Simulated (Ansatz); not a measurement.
This cell of ScIr (CsCl type) is off equilibrium:

```xyz
2
Lattice="3.1621 0.0000 0.0000 0.0000 3.1621 0.0000 0.0000 0.0000 3.1621" Properties=species:S:1:pos:R:3 pbc="T T T"
Sc     1.5810     1.5810     1.4310
Ir     0.0000     0.0000     0.0351
```

Level of theory: LDA (plane waves to 420 eV, PAW, scalar-relativistic; Ansatz, a quantum-chemistry and plane-wave program). k mesh 15×15×15 (Γ-centred), Fermi-Dirac smearing 0.05 eV. Compression counts positive. With partly filled bands, energies and forces of such displacements shift with the k mesh and the smearing. ScIr is run without spin polarisation. ScIr was relaxed with its symmetry unable to fall. Spin-orbit coupling is left out, though Ir is heavy.

### Question
Predict the force on every atom, in eV/Å.

### Answer
| atom | Fx | Fy | Fz |
|---|---|---|---|
| Sc1 | 0.000 | 0.000 | 1.165 |
| Ir2 | 0.000 | 0.000 | -1.165 |

### Question
Give the stress tensor in GPa and the pressure.

### Answer
```
    2.6      0.0      0.0
    0.0      2.6      0.0
    0.0      0.0      0.7
```
The pressure, a third of the trace, is 2.0 GPa.

(A displaced cell: forces are minus the slopes of the energy, force constants its curvatures, and phonons follow from these.)
